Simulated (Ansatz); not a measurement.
Relaxation of a generated cell, MnSi placed in the NbAs structure type; 4 atoms in the cell, which starts as I4₁md (No. 109), tI8; a = b = 3.1498 Å, c = 10.6637 Å, α = β = γ = 90.00°. These are PBE (plane waves to 420 eV, PAW, scalar-relativistic; Ansatz, a program for electronic structure) values and carry that method's errors. Γ-centred k-mesh 10×10×10 on the run's cell (coarser than for final values), Fermi–Dirac smearing 0.05 eV. This is the first round of the run. Spin-polarised start, with parallel moments on Mn.

The optimiser's lines from the output (shortened; P is positive under compression):

```
relax step   1: F+E_penalty+E_count = -9069.97330175 eV  Δ(F+E_penalty+E_count) = +0.000e0 eV  max|allowed force component| = 2.199e-1 eV/Å  Δτ_max = 0.0000 Å  P = -10.167 GPa  Ω = 52.899 Å³  (14 SCF iters, dr2 threshold 1.00e-7 eV, accepted)
relax step   2: F+E_penalty+E_count = -9070.08188913 eV  Δ(F+E_penalty+E_count) = -1.086e-1 eV  max|allowed force component| = 1.616e-1 eV/Å  Δτ_max = 0.0106 Å  P = -3.853 GPa  Ω = 50.598 Å³  (9 SCF iters, dr2 threshold 4.00e-7 eV, accepted)
relax step   3: F+E_penalty+E_count = -9070.10029626 eV  Δ(F+E_penalty+E_count) = -1.841e-2 eV  max|allowed force component| = 1.440e-2 eV/Å  Δτ_max = 0.0094 Å  P = +0.562 GPa  Ω = 49.290 Å³  (10 SCF iters, dr2 threshold 4.00e-7 eV, accepted)
relax step   4: F+E_penalty+E_count = -9070.10056526 eV  Δ(F+E_penalty+E_count) = -2.690e-4 eV  max|allowed force component| = 3.701e-3 eV/Å  Δτ_max = 0.0017 Å  P = +0.007 GPa  Ω = 49.451 Å³  (8 SCF iters, dr2 threshold 4.00e-7 eV, accepted)
relax step   5: F+E_penalty+E_count = -9070.09702567 eV  Δ(F+E_penalty+E_count) = +3.540e-3 eV  max|allowed force component| = 3.752e-3 eV/Å  Δτ_max = 0.0000 Å  P = +0.028 GPa  Ω = 49.451 Å³  stress off target by 3.48e-2 GPa  SCF on the basis re-selected at this cell (its energy is not comparable with the rows above)  (11 SCF iters)
relax step   6: F+E_penalty+E_count = -9070.09702003 eV  Δ(F+E_penalty+E_count) = +5.641e-6 eV  max|allowed force component| = 6.181e-4 eV/Å  Δτ_max = 0.0004 Å  P = -0.001 GPa  Ω = 49.458 Å³  (9 SCF iters, dr2 threshold 3.03e-9 eV, accepted)
relax step   7: F+E_penalty+E_count = -9070.09702690 eV  Δ(F+E_penalty+E_count) = -6.868e-6 eV  max|allowed force component| = 6.152e-4 eV/Å  Δτ_max = 0.0000 Å  P = -0.001 GPa  Ω = 49.458 Å³  stress off target by 4.20e-3 GPa  SCF on the basis re-selected at this cell (its energy is not comparable with the rows above)  (7 SCF iters)
```

From the first to the last row the energy changes by -0.03 eV/atom and the volume by -6.5 %. The last row is marked as not comparable with the walk above it, whose basis was carried along; it does compare with step 1, since both stand on a basis selected at the nominal cutoff for their own cell.

Later rounds, restarted from the end of this one on a renewed k-mesh, logged 4 more steps and released under 0.01 eV/atom more. The final structure after all rounds: I4₁md (No. 109), tI8; a = b = 3.086 Å, c = 10.385 Å, α = β = γ = 90.00°. Between re-selections the logged energies stand on a plane-wave basis carried along with the cell. Spin state reached: ferromagnetic (net 0.44 μB/atom), from parallel starting moments; other spin orders were not run from this start.

The run could not lose the symmetry of its start: the end is stationary, and may be a saddle point rather than a minimum.

The relaxed structure here is a generated cell of MnSi: the first start was made by placing the elements on the sites of a structure type, and the end was not matched to a known phase here, so it may be hypothetical. Known forms of MnSi include space group No. 198.
